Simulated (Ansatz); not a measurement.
In plane-wave PAW PBE (Ansatz code), InPd in the CsCl type structure (Pm-3m) relaxes to a = 3.305 Å. Against the elements it lies at -0.49 eV/atom, with no fitted shifts.

Electronic character: metallic (no gap). Gap from PBE with spin–orbit coupling: none (metallic).

The bulk modulus is 110 GPa.

The cell was relaxed with PBE under the symmetry of its start. The run is not spin-polarised. The references are the lowest solids computed at this level, not always the standard phases. Spin–orbit coupling is left out wherever it is not named.

Potentials: the earlier of the program's two PAW sets.
